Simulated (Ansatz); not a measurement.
Input and output for bcc Ta (111), 6 layers: DFT, PBE, all-electron LAPW, scalar-relativistic (Ansatz 0.2.0). This run: field of 0.3 V/Å along the normal.

The slab is cut from a bulk crystal relaxed on PAW files (its atoms may have been relaxed since).

Command: `ansatz run input.yaml --threads 2 --pin off --max-ram 4096MiB --backend cpu --events-out ev --progress --plain --runs-dir out` It took 2.2 min on 2 threads of Intel(R) Xeon(R) 6975P-C (Granite Rapids) (shared host), peak memory 1.6 GiB.

```yaml
crystal:
  lattice:
    - [4.6945593014, 0.0, 0.0]
    - [-2.3472796507, 4.0656076146, 0.0]
    - [0.0, 0.0, 20.7914]
  atoms:
    - { symbol: Ta, position: [0.1666666667, 0.3333333333, 0.3996627181] }
    - { symbol: Ta, position: [0.5, 1.0, 0.4351072253] }
    - { symbol: Ta, position: [0.8333333333, 0.6666666667, 0.4712357363] }
    - { symbol: Ta, position: [0.1666666667, 0.3333333333, 0.5287642531] }
    - { symbol: Ta, position: [0.5, 1.0, 0.5648927874] }
    - { symbol: Ta, position: [0.8333333333, 0.6666666667, 0.6003372795] }
kpoints:
  mp_grid: { grid: [9, 9, 1] }
scf:
  occupations: { method: fermi_dirac, width: 0.08 }
hamiltonian:
  xc: pbe
  pseudopotentials: { kind: all_electron, lapw: { basis_error: 0.001 } }
output:
  forces: true
  stress: true
  eigenvalues: true
efield:
  axis: 3
  amplitude: 0.3
  dipole_correction: true
```

Output:

```
LAPW: plane waves up to 9.018 Å⁻¹, error target 1.0e-3 eV per atom; small_component_spin mean_spin; Ta in spheres of 1.342 Å, 43 of its electrons in bands, Dirac shells [] (how accurate: hamiltonian.pseudopotentials.lapw.basis_error, Limitations)
Engine: ansatz 0.2.0
Pseudopotentials: kind: all_electron
Pseudopotential: Ta, LAPW, valence charge 43, lapw/all_electron/scalar/gaussian/Ta, Koelling and Harmon's equation, gaussian nucleus
Functional definition: PBE
  parameter kappa = 0.804
  parameter beta = 0.06672455060314922
  exchange = pbe_x(kappa = kappa, mu = beta*pi^2/3)
  correlation = pbe_c(beta = beta)
Crystal: 6 atoms, lattice volume = 396.830 Å³
Basis set: ecut = 309.83001605477057 eV, 4919 PW (Γ), exchange–correlation at level 2
Bands: 155, of which v1, the nominal top of the filled ones, is band 129 counted from 1 (128 counted from 0)
Symmetry: 6 space group operations
k-points: 12 of 81 (time reversal used)
Non-local potential: Ta, projectors of the file, none
Initial density: superposition of atomic densities (neutral atoms: chi_scale 0, normalization atom, screened)
Initial wavefunctions: plane waves of lowest kinetic energy (no species holds an atomic orbital)
Functional: x = pbe(κ = 0.804, μ = 0.2195149727645171), c = pbe(β = 0.06672455060314922)
iter 1 solved again at ethr=1.42e-2 eV; its pass at ethr=1.00e-1 eV (dr2=3.66e1 eV) is discarded
SCF iter   1: F=—  HF=-2547414.114078 eV  |F-HF|=—  |Δ(HF+E_count)|=         —  Δρ=3.21e-2  dr2=3.66e1  ethr=1.42e-2  p=0.220 e·Å  D=1.00e-1 V/Å  ΔV_dip=-2.09 eV  dr2_dipole=1.92e-5  V_vac-E_F(+/−)=8.74/5.45 eV  ⟨swp⟩=2.2  Hψ=10942  notcnv=0
efield: sawtooth ramp at fractional position 0.9500 (placed from the atoms, in the widest stretch of the axis that holds none; the zero of the levels goes with the place), width 0.1000; the density the first Hamiltonian is built on has a dipole p = 0.220 e·Å; the dipole correction subtracts the counter field D = 1.00e-1 V/Å, which shifts the + side's vacuum level by -2.09 eV against the − side's; the planar-averaged density in the ramp window peaks in size at 6.5e-7 e/Å³
preconditioner: auto → LDOS  [metal: Δε(μ)=0.006 eV  Ē_g=23.352 eV  σ=0.080 eV  W_gap=0.02  n_scr=94 (ndim 8)  ℏωp=22.8 eV  f_vac=0.667  D(μ)=6.49/eV (n_scr^D=40)  β→1.0]
SCF iter   2: F=—  HF=-2547411.484084 eV  |F-HF|=—  |Δ(HF+E_count)|=    2.63e0  Δρ=3.28e-2  dr2=3.44e1  ethr=1.42e-2  p=0.221 e·Å  D=1.01e-1 V/Å  ΔV_dip=-2.09 eV  dr2_dipole=9.59e-2  V_vac-E_F(+/−)=3.72/0.43 eV  ⟨swp⟩=3.1  Hψ=5715  notcnv=0
iter 3 solved again at ethr=2.83e-4 eV; its pass at ethr=1.33e-2 eV (dr2=7.30e-1 eV) is discarded
[... lines left out ...]
  E_electrostatic = -5339268.193361  (all electrons and nuclei)
  E_smearing   = -0.150935  (= −TS)
  E_closure    = 0.000000  (closes the sum)
  E_atoms      = -2547356.217339  (free atoms, spherical and without spin; not in F)
  Σ components = -2547408.294338   (vs F -2547408.294338, Δ=0.00e0)
  Basis errors (estimates in eV, not in F): energy 4.0e-4 per atom: plane waves 3.6e-4 (2.1e-4 summed), levels above the bands 1.8e-37, relativity 8.0e-8, radial functions 3.5e-5, core shells 9.9e-8; eigenvalues (radial functions only) 3.3e-7; not estimated: angular momenta, meshes, grids; target (lapw.basis_error) 1.0e-3; muffin-tin radii Ta 1.342 Å
--- Forces (eV/Å), atoms counted from 1 ---
  atom   1  Ta     0.00000000     0.00000000     0.03942256
  atom   2  Ta     0.00000000    -0.00000000    -0.02528363
  atom   3  Ta     0.00000000    -0.00000000    -0.02730638
  atom   4  Ta     0.00000000     0.00000000    -0.01809882
  atom   5  Ta     0.00000000     0.00000000    -0.03556885
  atom   6  Ta     0.00000000    -0.00000000     0.06673340
  max |Σ_I F_I| component: 1.02e-4 eV/Å
--- Stress (GPa, compression-positive) ---
       -1.345760       0.000000       0.000000
        0.000000      -1.345760      -0.000000
        0.000000      -0.000000       0.021605
  P = ⅓ Tr σ = -0.8900 GPa (-8.900 kbar)
--- Band table (eV; the first three rows and the last of 12) ---
  k-point 0: bands = ["-390.8946", "-390.8740", "-390.8403", "-390.8403", "-390.8232", "-390.8232", "-390.5681", "-390.5674", "-390.5652", "-390.5652", "-390.5641", "-390.5641", "-390.2330", "-390.2218", "-390.2144", "-390.2144", "-390.2059", "-390.2059", "-212.4317", "-212.4317", "-212.4223", "-212.4130", "-212.4130", "-212.4015", "-212.3762", "-212.3762", "-212.3597", "-212.3597", "-212.1276", "-212.1276", "-212.1266", "-212.1266", "-212.1144", "-212.1138", "-212.1107", "-212.1107", "-212.1096", "-212.1096", "-211.7892", "-211.7892", "-211.7796", "-211.7796", "-211.7636", "-211.7534", "-211.7534", "-211.7524", "-211.7450", "-211.7450", "-63.4152", "-63.3958", "-63.1737", "-63.1320", "-62.8103", "-62.7604", "-30.2916", "-30.2321", "-30.0382", "-30.0382", "-30.0167", "-30.0167", "-29.9488", "-29.9488", "-29.7446", "-29.7446", "-29.7135", "-29.5286", "-29.4139", "-29.1240", "-29.1240", "-29.0800", "-29.0800", "-29.0545", "-15.3071", "-15.3028", "-15.3028", "-15.2866", "-15.2866", "-15.2861", "-15.2828", "-15.2828", "-15.2690", "-15.2690", "-15.2285", "-15.2271", "-15.2133", "-15.2119", "-15.0096", "-15.0067", "-15.0048", "-15.0048", "-14.9995", "-14.9992", "-14.9992", "-14.9984", "-14.9949", "-14.9949", "-14.9852", "-14.9834", "-14.9834", "-14.9739", "-14.6655", "-14.6624", "-14.6624", "-14.6574", "-14.6574", "-14.6458", "-14.6458", "-14.6351", "-14.6299", "-14.6299", "-14.6264", "-14.6213", "-14.6185", "-14.6074", "-2.9062", "-0.4963", "0.8519", "0.8519", "2.2143", "2.2143", "2.4016", "2.5855", "3.0731", "3.0731", "3.2423", "3.2423", "3.4669", "3.9092", "3.9092", "4.1847", "4.3657", "4.6167", "4.6167", "6.5425", "6.6349", "6.6349", "6.7374", "6.7374", "7.1619", "7.7152", "7.7152", "7.9478", "8.0183", "8.0183", "8.5039", "8.6787", "8.6787", "9.1151", "9.8511", "9.8511", "10.1330", "11.3932", "11.9359", "12.5711", "12.5811"]
  k-point 1: bands = ["-390.8946", "-390.8740", "-390.8403", "-390.8403", "-390.8232", "-390.8232", "-390.5681", "-390.5674", "-390.5652", "-390.5652", "-390.5641", "-390.5641", "-390.2330", "-390.2218", "-390.2144", "-390.2144", "-390.2059", "-390.2059", "-212.4317", "-212.4317", "-212.4223", "-212.4130", "-212.4130", "-212.4015", "-212.3762", "-212.3762", "-212.3597", "-212.3597", "-212.1276", "-212.1276", "-212.1266", "-212.1266", "-212.1144", "-212.1138", "-212.1107", "-212.1107", "-212.1096", "-212.1096", "-211.7892", "-211.7892", "-211.7796", "-211.7796", "-211.7636", "-211.7534", "-211.7534", "-211.7524", "-211.7450", "-211.7450", "-63.4146", "-63.3954", "-63.1723", "-63.1327", "-62.8113", "-62.7613", "-30.2982", "-30.2400", "-30.1178", "-30.0977", "-30.0118", "-29.9987", "-29.8942", "-29.8811", "-29.7813", "-29.7232", "-29.6475", "-29.5252", "-29.4228", "-29.1392", "-29.1253", "-29.1057", "-29.0780", "-29.0504", "-15.3070", "-15.3028", "-15.3028", "-15.2867", "-15.2867", "-15.2860", "-15.2828", "-15.2828", "-15.2691", "-15.2690", "-15.2284", "-15.2271", "-15.2132", "-15.2119", "-15.0095", "-15.0075", "-15.0052", "-15.0037", "-14.9998", "-14.9992", "-14.9990", "-14.9982", "-14.9953", "-14.9937", "-14.9852", "-14.9837", "-14.9834", "-14.9739", "-14.6655", "-14.6625", "-14.6625", "-14.6574", "-14.6574", "-14.6459", "-14.6458", "-14.6351", "-14.6299", "-14.6299", "-14.6267", "-14.6214", "-14.6187", "-14.6075", "-2.7334", "-0.4069", "0.9084", "0.9417", "1.9420", "2.1997", "2.2528", "2.3696", "3.0526", "3.1202", "3.1505", "3.2794", "3.5489", "3.9633", "4.0793", "4.2997", "4.5448", "4.6340", "4.7626", "6.3461", "6.4078", "6.6101", "6.7324", "6.7957", "7.2415", "7.4251", "7.4652", "7.9646", "8.0347", "8.2202", "8.5480", "8.6161", "8.6412", "9.1826", "9.5166", "9.8743", "10.2086", "11.5360", "11.8538", "12.4152", "12.5234"]
  k-point 2: bands = ["-390.8946", "-390.8740", "-390.8403", "-390.8403", "-390.8232", "-390.8232", "-390.5681", "-390.5674", "-390.5652", "-390.5652", "-390.5641", "-390.5641", "-390.2330", "-390.2218", "-390.2144", "-390.2144", "-390.2059", "-390.2059", "-212.4317", "-212.4317", "-212.4223", "-212.4130", "-212.4130", "-212.4015", "-212.3762", "-212.3762", "-212.3597", "-212.3597", "-212.1276", "-212.1276", "-212.1266", "-212.1266", "-212.1144", "-212.1138", "-212.1107", "-212.1107", "-212.1096", "-212.1096", "-211.7892", "-211.7892", "-211.7796", "-211.7796", "-211.7636", "-211.7534", "-211.7534", "-211.7524", "-211.7450", "-211.7450", "-63.4129", "-63.3942", "-63.1683", "-63.1349", "-62.8140", "-62.7636", "-30.3187", "-30.2621", "-30.2052", "-30.1176", "-30.0472", "-29.9930", "-29.8421", "-29.8172", "-29.7308", "-29.6740", "-29.5899", "-29.5176", "-29.4347", "-29.1997", "-29.1435", "-29.1295", "-29.0725", "-29.0409", "-15.3068", "-15.3028", "-15.3027", "-15.2870", "-15.2868", "-15.2858", "-15.2828", "-15.2828", "-15.2694", "-15.2691", "-15.2282", "-15.2270", "-15.2129", "-15.2119", "-15.0093", "-15.0083", "-15.0060", "-15.0027", "-15.0008", "-15.0003", "-14.9985", "-14.9963", "-14.9955", "-14.9911", "-14.9854", "-14.9847", "-14.9836", "-14.9741", "-14.6653", "-14.6626", "-14.6626", "-14.6576", "-14.6575", "-14.6462", "-14.6460", "-14.6353", "-14.6299", "-14.6298", "-14.6274", "-14.6217", "-14.6194", "-14.6078", "-2.2382", "-0.1571", "1.0004", "1.2034", "1.4291", "1.7627", "2.2097", "2.3062", "2.7846", "3.1578", "3.2071", "3.3225", "3.4766", "4.0208", "4.2044", "4.6215", "4.7556", "4.7821", "5.2419", "5.8592", "5.9549", "6.5869", "6.8053", "6.8972", "6.9039", "6.9726", "7.4875", "7.9817", "8.0151", "8.4663", "8.5660", "8.5895", "8.8028", "8.9248", "9.4742", "9.7829", "10.3367", "10.7941", "11.1848", "11.8836", "12.1502"]
  k-point 11: bands = ["-390.8946", "-390.8740", "-390.8403", "-390.8403", "-390.8232", "-390.8232", "-390.5681", "-390.5674", "-390.5652", "-390.5652", "-390.5641", "-390.5641", "-390.2330", "-390.2218", "-390.2144", "-390.2144", "-390.2059", "-390.2059", "-212.4317", "-212.4317", "-212.4223", "-212.4130", "-212.4130", "-212.4015", "-212.3762", "-212.3762", "-212.3597", "-212.3597", "-212.1276", "-212.1276", "-212.1266", "-212.1266", "-212.1144", "-212.1138", "-212.1107", "-212.1107", "-212.1096", "-212.1096", "-211.7892", "-211.7892", "-211.7796", "-211.7796", "-211.7636", "-211.7534", "-211.7534", "-211.7524", "-211.7450", "-211.7450", "-63.4092", "-63.3915", "-63.1495", "-63.1484", "-62.8208", "-62.7692", "-30.3664", "-30.3510", "-30.1173", "-30.1077", "-30.0734", "-29.9382", "-29.9164", "-29.8361", "-29.8303", "-29.5210", "-29.4879", "-29.4770", "-29.4725", "-29.1761", "-29.1679", "-29.1440", "-29.1383", "-29.0080", "-15.3064", "-15.3027", "-15.3027", "-15.2875", "-15.2873", "-15.2853", "-15.2828", "-15.2827", "-15.2699", "-15.2696", "-15.2278", "-15.2266", "-15.2126", "-15.2114", "-15.0087", "-15.0087", "-15.0073", "-15.0042", "-15.0038", "-14.9995", "-14.9941", "-14.9934", "-14.9926", "-14.9901", "-14.9897", "-14.9844", "-14.9794", "-14.9790", "-14.6650", "-14.6630", "-14.6627", "-14.6579", "-14.6579", "-14.6466", "-14.6465", "-14.6355", "-14.6299", "-14.6299", "-14.6292", "-14.6227", "-14.6211", "-14.6081", "0.0063", "0.0074", "0.2984", "1.1878", "1.1904", "1.4220", "2.4422", "2.4451", "3.0156", "3.2799", "3.3194", "3.3237", "3.4125", "3.9609", "3.9689", "4.5340", "4.5340", "4.6046", "5.1768", "5.5795", "5.5825", "5.5925", "6.4913", "6.5653", "7.0637", "7.0678", "7.2951", "7.6856", "8.2938", "8.3407", "9.0559", "9.0718", "9.3173", "9.6347", "9.7208", "9.8750", "10.0071", "10.0533", "10.4565", "10.7460", "10.7734"]
```

Next run (W in place of Ta in the outer layer), as changes to the input before:

```diff
   atoms:
-    - { symbol: Ta, position: [0.1666666667, 0.3333333333, 0.3996627181] }
+    - { symbol: W, position: [0.1666666667, 0.3333333333, 0.3996627181] }
   axis: 3
-  amplitude: 0.3
+  amplitude: 0
   dipole_correction: true
```

Command: `ansatz run input.yaml --threads 2 --pin off --max-ram 4096MiB --backend cpu --events-out ev --progress --plain --runs-dir out` It took 2.4 min on 2 threads of Intel(R) Xeon(R) 6975P-C (Granite Rapids), with other jobs on the host, peak memory 1.7 GiB.

Results part of the output:

```
SCF 1 converged in 12 iterations: F = -2562040.949528 eV  dr2 = 8.93e-9
SCF converged after 12 iterations
[... lines left out ...]
  k-point 2: bands = ["-413.5222", "-413.4713", "-413.4713", "-390.9910", "-390.9516", "-390.9516", "-390.7813", "-390.7813", "-390.7723", "-390.7362", "-390.7356", "-390.7356", "-390.4760", "-390.4630", "-390.4630", "-390.3594", "-390.3468", "-390.3468", "-228.5749", "-228.5749", "-228.5364", "-228.5093", "-228.5093", "-212.5364", "-212.5364", "-212.5176", "-212.4900", "-212.4900", "-212.3407", "-212.3407", "-212.3256", "-212.3256", "-212.3194", "-212.2976", "-212.2976", "-212.2825", "-212.2816", "-212.2816", "-212.0367", "-212.0367", "-212.0099", "-212.0017", "-212.0017", "-211.9180", "-211.9180", "-211.8913", "-211.8870", "-211.8870", "-69.3719", "-63.5215", "-63.3663", "-63.3155", "-63.0442", "-62.9207", "-33.7538", "-33.6037", "-33.5989", "-30.4033", "-30.3142", "-30.2288", "-30.0899", "-30.0819", "-29.9352", "-29.8794", "-29.8078", "-29.7773", "-29.6342", "-29.4474", "-29.4138", "-29.3128", "-29.2383", "-29.2208", "-23.7222", "-23.7222", "-23.7137", "-23.7137", "-23.7042", "-23.6471", "-23.6468", "-15.4025", "-15.4024", "-15.4020", "-15.3961", "-15.3958", "-15.3457", "-15.3447", "-15.2237", "-15.2199", "-15.2128", "-15.2124", "-15.1987", "-15.1985", "-15.1945", "-15.1728", "-15.1702", "-15.1696", "-15.1647", "-15.1601", "-15.1598", "-15.1535", "-14.9068", "-14.9067", "-14.9047", "-14.8934", "-14.8933", "-14.8792", "-14.8708", "-14.7896", "-14.7894", "-14.7780", "-14.7761", "-14.7761", "-14.7622", "-14.7557", "-2.4084", "-0.3407", "0.8088", "1.0195", "1.2336", "1.5844", "1.9954", "2.0941", "2.5495", "2.9127", "2.9298", "3.1253", "3.3003", "3.7060", "3.8919", "4.4220", "4.5243", "4.5383", "5.0830", "5.4776", "5.6163", "6.2837", "6.4276", "6.6403", "6.6871", "6.8232", "7.7643", "7.7972", "8.1850", "8.2127", "8.3241", "8.3992", "8.4679", "8.6809", "9.4611", "9.5467", "10.0481", "10.5637", "10.9895", "11.8037", "12.0481", "12.1263"]
  k-point 11: bands = ["-413.5222", "-413.4713", "-413.4713", "-390.9910", "-390.9516", "-390.9516", "-390.7813", "-390.7813", "-390.7723", "-390.7362", "-390.7356", "-390.7356", "-390.4760", "-390.4630", "-390.4630", "-390.3594", "-390.3468", "-390.3468", "-228.5749", "-228.5749", "-228.5364", "-228.5093", "-228.5093", "-212.5364", "-212.5364", "-212.5176", "-212.4900", "-212.4900", "-212.3407", "-212.3407", "-212.3256", "-212.3256", "-212.3194", "-212.2976", "-212.2976", "-212.2825", "-212.2816", "-212.2816", "-212.0367", "-212.0367", "-212.0099", "-212.0017", "-212.0017", "-211.9180", "-211.9180", "-211.8913", "-211.8870", "-211.8870", "-69.3718", "-63.5177", "-63.3554", "-63.3204", "-63.0492", "-62.9264", "-33.7568", "-33.6097", "-33.5927", "-30.4713", "-30.2550", "-30.2296", "-30.1895", "-30.0716", "-30.0103", "-29.7373", "-29.7337", "-29.7239", "-29.6965", "-29.4858", "-29.3785", "-29.3121", "-29.2878", "-29.1930", "-23.7223", "-23.7223", "-23.7137", "-23.7137", "-23.7040", "-23.6471", "-23.6466", "-15.4025", "-15.4024", "-15.4016", "-15.3966", "-15.3963", "-15.3454", "-15.3442", "-15.2227", "-15.2189", "-15.2142", "-15.2134", "-15.1984", "-15.1980", "-15.1936", "-15.1722", "-15.1707", "-15.1673", "-15.1657", "-15.1605", "-15.1598", "-15.1541", "-14.9075", "-14.9068", "-14.9046", "-14.8936", "-14.8933", "-14.8805", "-14.8711", "-14.7901", "-14.7899", "-14.7780", "-14.7762", "-14.7761", "-14.7639", "-14.7563", "-0.1920", "-0.1538", "0.1249", "0.9474", "1.0299", "1.2206", "2.1699", "2.2877", "2.7586", "2.9378", "3.0896", "3.1619", "3.1669", "3.7829", "3.8075", "4.2131", "4.3877", "4.4573", "4.8511", "5.2170", "5.2512", "5.2866", "6.2227", "6.3638", "6.7649", "6.8733", "6.9181", "7.4207", "8.1356", "8.1765", "8.7282", "8.9519", "8.9545", "9.6464", "9.7354", "9.9084", "10.3319", "10.3972", "10.4208", "10.4773", "10.6415", "11.0345"]
```

Next run (W in place of Ta in the middle layer), as changes to the input before:

```diff
   atoms:
-    - { symbol: W, position: [0.1666666667, 0.3333333333, 0.3996627181] }
+    - { symbol: Ta, position: [0.1666666667, 0.3333333333, 0.3996627181] }
-    - { symbol: Ta, position: [0.8333333333, 0.6666666667, 0.4712357363] }
+    - { symbol: W, position: [0.8333333333, 0.6666666667, 0.4712357363] }
```

Results part of the output:

```
SCF 1 converged in 12 iterations: F = -2562041.077613 eV  dr2 = 1.82e-8
SCF converged after 12 iterations
[... lines left out ...]
  k-point 2: bands = ["-413.5224", "-413.5224", "-413.5163", "-390.9684", "-390.9369", "-390.9369", "-390.9213", "-390.8732", "-390.8732", "-390.6216", "-390.6216", "-390.6127", "-390.3638", "-390.3421", "-390.3421", "-390.2698", "-390.2523", "-390.2523", "-228.5908", "-228.5908", "-228.5679", "-228.5679", "-228.5651", "-212.5191", "-212.5191", "-212.4935", "-212.4767", "-212.4767", "-212.4648", "-212.4648", "-212.4452", "-212.4096", "-212.4096", "-212.1808", "-212.1808", "-212.1661", "-212.1661", "-212.1610", "-211.9194", "-211.9194", "-211.8944", "-211.8816", "-211.8816", "-211.8276", "-211.8276", "-211.8006", "-211.7906", "-211.7906", "-69.4212", "-63.4999", "-63.4379", "-63.2025", "-62.9299", "-62.8240", "-33.6975", "-33.6927", "-33.6322", "-30.3187", "-30.1653", "-30.1335", "-30.1082", "-30.0822", "-30.0379", "-29.8626", "-29.7957", "-29.6956", "-29.5157", "-29.3902", "-29.3382", "-29.2086", "-29.1429", "-29.1257", "-23.7503", "-23.7430", "-23.7429", "-23.7417", "-23.7271", "-23.7270", "-23.7161", "-15.3832", "-15.3832", "-15.3786", "-15.3784", "-15.3770", "-15.3327", "-15.3318", "-15.3300", "-15.3299", "-15.3285", "-15.3222", "-15.3220", "-15.2610", "-15.2600", "-15.0624", "-15.0578", "-15.0519", "-15.0517", "-15.0391", "-15.0391", "-15.0347", "-14.7905", "-14.7903", "-14.7858", "-14.7798", "-14.7797", "-14.7552", "-14.7526", "-14.6973", "-14.6971", "-14.6870", "-14.6843", "-14.6842", "-14.6635", "-14.6572", "-2.3664", "-0.2349", "0.8291", "1.0405", "1.2663", "1.6279", "1.9806", "2.1299", "2.6985", "2.9886", "3.0051", "3.2140", "3.4179", "3.9234", "4.0936", "4.5334", "4.6492", "4.6877", "5.0608", "5.7202", "5.8095", "6.3654", "6.5040", "6.5667", "6.7415", "6.7465", "7.7266", "7.7553", "8.0591", "8.2319", "8.3703", "8.3909", "8.5700", "8.6928", "9.4462", "9.5311", "10.0710", "10.6317", "11.0718", "11.8639", "12.0631", "12.1353"]
  k-point 11: bands = ["-413.5224", "-413.5224", "-413.5163", "-390.9684", "-390.9369", "-390.9369", "-390.9213", "-390.8732", "-390.8732", "-390.6216", "-390.6216", "-390.6127", "-390.3638", "-390.3421", "-390.3421", "-390.2698", "-390.2523", "-390.2523", "-228.5908", "-228.5908", "-228.5679", "-228.5679", "-228.5651", "-212.5191", "-212.5191", "-212.4935", "-212.4767", "-212.4767", "-212.4648", "-212.4648", "-212.4452", "-212.4096", "-212.4096", "-212.1808", "-212.1808", "-212.1661", "-212.1661", "-212.1610", "-211.9194", "-211.9194", "-211.8944", "-211.8816", "-211.8816", "-211.8276", "-211.8276", "-211.8006", "-211.7906", "-211.7906", "-69.4210", "-63.4975", "-63.4349", "-63.1998", "-62.9331", "-62.8296", "-33.7017", "-33.6900", "-33.6368", "-30.3368", "-30.2249", "-30.1306", "-30.1095", "-30.0465", "-29.9825", "-29.8848", "-29.8725", "-29.5712", "-29.5131", "-29.4396", "-29.3048", "-29.2055", "-29.1855", "-29.1021", "-23.7503", "-23.7433", "-23.7431", "-23.7417", "-23.7271", "-23.7270", "-23.7157", "-15.3834", "-15.3833", "-15.3788", "-15.3785", "-15.3766", "-15.3326", "-15.3313", "-15.3299", "-15.3298", "-15.3281", "-15.3227", "-15.3224", "-15.2607", "-15.2595", "-15.0619", "-15.0576", "-15.0526", "-15.0517", "-15.0390", "-15.0389", "-15.0341", "-14.7909", "-14.7906", "-14.7856", "-14.7799", "-14.7797", "-14.7562", "-14.7526", "-14.6978", "-14.6976", "-14.6868", "-14.6844", "-14.6843", "-14.6652", "-14.6579", "-0.2365", "-0.1025", "0.1724", "1.0130", "1.0965", "1.2918", "2.3757", "2.4173", "2.7253", "3.0348", "3.1857", "3.2537", "3.3165", "3.5791", "3.9484", "4.3382", "4.4610", "4.4613", "5.0946", "5.4043", "5.5194", "5.5233", "6.2517", "6.3377", "6.8183", "6.8625", "6.9985", "7.4983", "8.1014", "8.2190", "8.7701", "8.9499", "9.0600", "9.5725", "9.8380", "9.9734", "10.3068", "10.3411", "10.3775", "10.5259", "10.5575", "10.8123"]
```

Spin–orbit coupling is left out, which matters for the heavy atoms.
